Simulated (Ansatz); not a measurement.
Relaxed-ion elastic tensor of ZrIr3 (Cu3Au type, Pm-3m) in GPa (Voigt order), plane-wave PAW PBEsol (Ansatz code); density 18.22 g/cm³, 15.21 Å³ per atom.

```
444  224  224  0.0  0.0  0.0
224  444  224  0.0  0.0  0.0
224  224  444  0.0  0.0  0.0
0.0  0.0  0.0  220  0.0  0.0
0.0  0.0  0.0  0.0  220  0.0
0.0  0.0  0.0  0.0  0.0  220
```

Is the crystal mechanically stable?

Yes: the smallest eigenvalue of C is 219 GPa.

Work out the Voigt, Reuss and Hill averages.

K_V = 297, K_R = 297, K_H = 297; G_V = 176, G_R = 157, G_H = 167 GPa.

Give Young's modulus, Poisson's ratio, Pugh's ratio and the universal anisotropy index.

E = 9KG/(3K + G) = 421 GPa; ν = 0.26; K/G = 1.78 (near the Pugh limit of 1.75, no verdict); A_U = 5G_V/G_R + K_V/K_R − 6 = 0.61.

Estimate the sound speeds and the Debye temperature.

v_l = √((K + 4G/3)/ρ) = 5340 m/s, v_t = √(G/ρ) = 3020 m/s, mean 3360 m/s; Θ = (h/k)(3n/4πV)^(1/3) v_m = 404 K.

Give the Zener ratio and Young's modulus along [100], [110] and [111].

A = 2C44/(C11 − C12) = 2.01; 1/E = S11 − 2(S11 − S12 − S44/2)Γ with Γ = 0, 1/4, 1/3 gives 293, 441, 530 GPa.

The workflow started from an entry of the Crystallography Open Database (COD). Whether it is the stable phase at ambient conditions was not checked. The PBEsol relaxation kept the symmetry of its start; whether a distortion lowers the energy is not shown. The run is not spin-polarised. As this level gives no gap, shear constants depend on the k-mesh and smearing (Fermi–Dirac, 0.1 eV here). Spin–orbit coupling is left out wherever it is not named.

Potentials: the later of the program's two PAW sets.
